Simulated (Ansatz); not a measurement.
## Does relaxation matter for the field gradients of WS2 with phosphorus replacing W?

Start: a supercell of WS2 (space group P6_3/mmc) built from an entry of the Crystallography Open Database (COD) (the entry's cell lengths or inner coordinates differ somewhat from later room-temperature determinations), with all atoms left at the host's positions.

Space group P-6m2 (No. 187); a = 6.3600, c = 12.5000 Å, γ = 120.00°.

```csv
site,Wyckoff,site symmetry,x,y,z
P,1a,-6m2,0.0000,0.0000,0.0000
W2,3j,mm2,0.0000,0.5000,0.0000
W5,3k,mm2,0.1667,0.8333,0.5000
W8,1f,-6m2,0.6667,0.3333,0.5000
S9,2g,3m.,0.0000,0.0000,0.3750
S10,6n,.m.,0.0000,0.5000,0.3750
S13,6n,.m.,0.1667,0.8333,0.8750
S16,2i,3m.,0.6667,0.3333,0.8750
```

One atom of each set is listed.

All values are calculated (Ansatz; DFT, PBE, plane waves and PAW, scalar-relativistic, 420 eV cutoff, Γ-centred 4×4×2 k-points, Fermi–Dirac smearing 0.01 eV, cell charge +1), not measured.

The largest force at the start is 0.72 eV/Å. Relaxing the ions at fixed cell moves them by 0.044 Å at most (atom 13, S) and 0.023 Å rms.

```
site  moved (Å)            first shell before             first shell after  V_zz before (10²¹ V/m²)  η before
   P      0.000                 6 S at 2.41 Å                 6 S at 2.37 Å                    -1.44      0.00
  W2      0.021                 6 S at 2.41 Å            6 S at 2.39–2.42 Å                    -24.3      0.11
  W5      0.000                 6 S at 2.41 Å                 6 S at 2.41 Å                   -16.00      0.00
  W8      0.000                 6 S at 2.41 Å                 6 S at 2.41 Å                   -15.65      0.00
  S9      0.001                 3 W at 2.41 Å                 3 W at 2.41 Å                    -4.34      0.00
 S10      0.001                 3 W at 2.41 Å                 3 W at 2.41 Å                    -4.14      0.00
 S13      0.044  2 W at 2.41 Å, 1 P at 2.41 Å  1 P at 2.37 Å, 2 W at 2.39 Å                     4.49      0.98
 S16      0.009                 3 W at 2.41 Å                 3 W at 2.42 Å                    -5.72      0.00
```

Problem. How do the gradients change?

Solution. 

```json
{"site": "P", "V_zz after": "-1.59", "η after": "0.00", "change of V_zz": "-0.15"}
{"site": "W2", "V_zz after": "-24.9", "η after": "0.27", "change of V_zz": "-0.56"}
{"site": "W5", "V_zz after": "-15.87", "η after": "0.00", "change of V_zz": "+0.13"}
{"site": "W8", "V_zz after": "-15.62", "η after": "0.00", "change of V_zz": "+0.03"}
{"site": "S9", "V_zz after": "-4.34", "η after": "0.00", "change of V_zz": "0.00"}
{"site": "S10", "V_zz after": "-4.16", "η after": "0.00", "change of V_zz": "-0.02"}
{"site": "S13", "V_zz after": "5.19", "η after": "0.91", "change of V_zz": "+0.70"}
{"site": "S16", "V_zz after": "-6.18", "η after": "0.00", "change of V_zz": "-0.46"}
```

The largest change of V_zz is on S13, from 4.49 to 5.19. The whole tensor moves most on W2, by 2.24 along its most changed direction. In per cent, |V_zz| changes by -1 to +2 on W, 0 to +15 on S (all sites that start above 2). Where |V_zz| stays above 0.1, η moves most on W2, from 0.11 to 0.27.

The run isn't spin-polarised, and a state with spin may lie lower. The defect repeats with the cell of 24 atoms, so it feels its images: sites between two images don't show the values beside a lone defect, and zeros or small values of η there can come from the images' arrangement. S and W carry a gradient in the pure host already, so the values there aren't the defect's effect alone. A uniform background compensates the cell's charge. The defect cell has no gap above 0.1 eV on its mesh, so the values can hang on the smearing and the k-mesh. Without spin–orbit coupling the gradients at and beside W can be off by some per cent, at some sites by more.
Before: The neighbours have not yet relaxed around the defect (largest force 0.72 eV/Å), so a real crystal will differ.
After: The relaxation keeps the site symmetry -6m2 of the start, so the impurity can't leave its site; a distortion that would localise the partly filled state isn't explored.
